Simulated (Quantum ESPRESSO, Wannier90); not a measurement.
**Wannierisation of Sb (simple cubic, model phase)**

```xyz
1
Lattice="3.0833 0.0000 0.0000 0.0000 3.0833 0.0000 0.0000 0.0000 3.0833" Properties=species:S:1:pos:R:3 pbc="T T T"
Sb     0.0000     0.0000     0.0000
```

Structure: Materials Project mp-133, symmetrised, not relaxed again. This isn't the element's usual structure (rhombohedral); take it as a model of another phase. Method: PBEsol plane waves in Quantum ESPRESSO 7.5 (PseudoDojo norm-conserving files, 64 Ry, no spin polarisation, no spin-orbit coupling), Bloch states on a 10×10×10 mesh through Γ, Wannier90 4.0.1. Density: 10×10×10 mesh, cold smearing 0.01 Ry. Spin-orbit coupling is left out although heavy elements are present.

A tight-binding model is made by disentanglement and projection with no localisation steps (num_iter = 0), so the 4 orbitals stay atom-like: hydrogen-like Sb: s;p, axes along x, y, z; frozen window up to 1.50 eV relative to the Fermi level. It follows pw.x to 21 meV rms for states up to 1.0 eV relative to the Fermi level. Matrix elements depend on this choice of orbitals and windows.

### Question
What are the on-site energies relative to the Fermi level, and how fast do the hoppings decay?

### Answer
```
atom  orbitals  energy (eV)
----  --------  -----------
Sb1          s        -8.05
Sb1   pz px py         0.03
```

```
distance of the centres (Å)  largest modulus (eV)
---------------------------  --------------------
3–4                                           2.2
4–5                                          0.11
5–6                                        0.0097
6–7                                          0.37
7–8                                        0.0038
8–9                                        0.0046
9–10                                        0.081
10–11                                      0.0021
11–12                                      0.0025
12–13                                      0.0040
```
